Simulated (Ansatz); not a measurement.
Data:

WS2:
```yaml
crystal:
  lattice:
    - [3.17016, 0.00000, 0.00000]
    - [-1.58508, 2.74544, 0.00000]
    - [0.00000, 0.00000, 6.89083]
  atoms:
    - { symbol: W, position: [0.00000, 0.00000, 0.00000] }
    - { symbol: S, position: [0.33333, 0.66667, 0.77340] }
    - { symbol: S, position: [0.33333, 0.66667, 0.22660] }
```

This is the r²SCAN+D4-relaxed structure.

**Question.** All from DFT-r²SCAN+D4 in the program Ansatz with PAW potentials, unless another level is named. Estimate the electron effective mass.

**Answer.** 0.62, 0.68, 0.68 mₑ (principal values).

**Question.** What about the hole effective mass?

**Answer.** 0.63, 1.1, 1.1 mₑ (principal values).

**Question.** What about the smallest direct gap on the standard path?

**Answer.** 1.94 eV.

**Question.** And the conduction-band minimum?

**Answer.** on the K–Γ line, 49 % of the way from K (6 equivalent valleys).

**Question.** Give the weight of the valence-edge state by species (Voronoi cells).

**Answer.** W 60 %, S 40 %.

**Question.** What about the weight of the conduction-edge state by species (Voronoi cells)?

**Answer.** S 52 %, W 48 %.

Space group P-6m2. The workflow started from a Materials Project entry (that database holds measured and hypothetical structures alike); the Crystallography Open Database copy checked does not list it. It is not the phase usual at ambient conditions (space group No. 194). The cell keeps a stress of up to 0.2 GPa. Symmetry was held in the r²SCAN+D4 relaxation; its stability against distortions is not shown here. No spin polarisation was allowed. Spin–orbit coupling is left out wherever it is not named.

Potentials: the later of the program's two PAW sets.
